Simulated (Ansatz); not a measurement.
La: computed DOS

```cif
data_structure
_symmetry_space_group_name_H-M 'P6_3/mmc'
_symmetry_Int_Tables_number 194
_cell_length_a 3.7831
_cell_length_b 3.7831
_cell_length_c 6.0761
_cell_angle_alpha 90.000
_cell_angle_beta 90.000
_cell_angle_gamma 120.000
_cell_volume 75.31
loop_
_atom_site_label
_atom_site_type_symbol
_atom_site_symmetry_multiplicity
_atom_site_Wyckoff_symbol
_atom_site_fract_x
_atom_site_fract_y
_atom_site_fract_z
_atom_site_occupancy
La1 La 2 c 0.33333 0.66667 0.25000 1
```

The runs use the primitive cell with vectors (3.783, 0.000, 0.000), (-1.892, 3.276, 0.000), (0.000, 0.000, 6.076) Å, to which the k mesh refers.

The structure comes from a relaxation in the same program, started in the hcp type, and has space group P6_3/mmc. Whether it is a known phase or the ground state wasn't checked.

Spin–orbit coupling is left out, though it moves levels of the heavy atoms by tenths of an eV or more.

Level of theory: DFT, PBE, all-electron LAPW, scalar-relativistic in Ansatz 0.2.0.

Settings: a Γ-centred 12×12×7 k mesh, Fermi–Dirac smearing of 0.05 eV, basis error target 1 meV/atom, no spin polarisation.

States per eV and cell, averaged over 0.6 eV, from -3.4 to 0.6 eV, with energies (bin centres) from the Fermi level; empty bins are left out. The partial columns, the largest 3 alone, are projections on Löwdin-orthogonalised atomic shells (those that the program's projection atoms carry: the occupied ones and, for some elements, an empty d or f shell; other empty shells have no column), summed over atoms of an element. Weights on diffuse s and p shells depend on that basis and aren't pure angular character.

```csv
E (eV),total,La 5d,La 6s,La 4f
-3.2,0.03,0.00,0.02,0.00
-2.6,0.18,0.00,0.15,0.00
-2.0,0.46,0.09,0.32,0.00
-1.4,3.29,2.39,0.72,0.05
-0.8,2.89,2.35,0.34,0.10
-0.2,3.69,3.02,0.24,0.29
0.4,3.17,2.31,0.19,0.54
```

Task: Which of the resolved shells contributes most within 0.3 eV of the Fermi level?

Result: La 5d, with 80 % of all states there; La 4f follows with 11 %.

Task: Where is the centre of the filled La 5d states between -14 eV and the top of the filled states?

Result: -0.87 eV from the Fermi level.
